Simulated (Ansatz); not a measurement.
**RbMgCl₃: Coordination and Cl-35 quadrupole coupling**

Cell: a structure deposited in the COD, ions relaxed with PBE at fixed cell.

```cif
data_RbMgCl3
_symmetry_space_group_name_H-M 'P6_3/mmc'
_symmetry_Int_Tables_number 194
_cell_length_a 7.0950
_cell_length_b 7.0950
_cell_length_c 17.5780
_cell_angle_alpha 90.000
_cell_angle_beta 90.000
_cell_angle_gamma 120.000
loop_
_atom_site_label
_atom_site_type_symbol
_atom_site_symmetry_multiplicity
_atom_site_Wyckoff_symbol
_atom_site_fract_x
_atom_site_fract_y
_atom_site_fract_z
Rb1 Rb 4 f 0.3333 0.6667 0.0883
Rb5 Rb 2 b 0.0000 0.0000 0.2500
Mg7 Mg 2 a 0.0000 0.0000 0.0000
Mg9 Mg 4 f 0.3333 0.6667 0.8394
Cl13 Cl 6 h 0.5070 0.0140 0.2500
Cl19 Cl 12 k 0.8340 0.6681 0.0820
```

One atom of each set is listed.

The numbers come from a DFT calculation in Ansatz (PBE, plane waves and PAW, scalar-relativistic, 420 eV cutoff, Γ-centred 5×5×2 k-points, Fermi–Dirac smearing 0.02 eV).

Q(Cl-35) = -81.12 mb.

Problem. Order the Cl environments from the weakest to the strongest quadrupole coupling.
A. Cl13: 2 Mg at 2.51 Å, angle 77°
B. Cl19: 2 Mg at 2.48–2.50 Å, angle 179°

Solution. A (10.1 MHz, η = 0.17), B (17.6 MHz, η = 0.03).

At Cl13 V_zz stands upright on the plane of its two bonds (within 1°). At Cl19 V_zz points along the line of its two bonds (within 1°). Like point charges on the first shell alone (each adding as 1/d³) would give the same order.
